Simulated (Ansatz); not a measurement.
AlBO3:
```cif
data_Al2B2O6
_chemical_formula_sum 'Al2 B2 O6'
_space_group_name_H-M_alt 'P 1'
_space_group_IT_number 1
_cell_length_a 5.25780
_cell_length_b 5.25780
_cell_length_c 5.25780
_cell_angle_alpha 50.376
_cell_angle_beta 50.376
_cell_angle_gamma 50.376
loop_
_space_group_symop_operation_xyz
  'x, y, z'
loop_
_atom_site_label
_atom_site_type_symbol
_atom_site_fract_x
_atom_site_fract_y
_atom_site_fract_z
_atom_site_occupancy
Al1 Al 0.50000 0.50000 0.50000 1
Al2 Al 0.00000 0.00000 0.00000 1
B1 B 0.75000 0.75000 0.75000 1
B2 B 0.25000 0.25000 0.25000 1
O1 O 0.75000 0.44126 0.05874 1
O2 O 0.25000 0.55874 0.94126 1
O3 O 0.05874 0.75000 0.44126 1
O4 O 0.94126 0.25000 0.55874 1
O5 O 0.44126 0.05874 0.75000 1
O6 O 0.55874 0.94126 0.25000 1
```

This is the PBEsol-relaxed structure.

Question: All from PBEsol in the plane-wave PAW code Ansatz, unless another level is named. Give the electronic dielectric constant ε∞ (DFPT).

Answer: 3.35 (xx = yy), 3.06 (zz).

Question: And the static dielectric constant ε0 (ions relaxed, cell fixed)?

Answer: 8.63 (xx = yy), 8.51 (zz).

Question: Predict the Born charges (a third of the trace).

Answer: Al +3.18, B +2.27, O -1.82 e.

Space group R-3c. The workflow started from a Materials Project entry (that database holds measured and hypothetical structures alike); the Crystallography Open Database files this formula in space group No. 167, but the cells were not matched. Whether it is the stable phase at ambient conditions was not checked. The PBEsol relaxation kept the symmetry of its start; phonons on a q-mesh show no instability.

Potentials: the later of the program's two PAW sets.
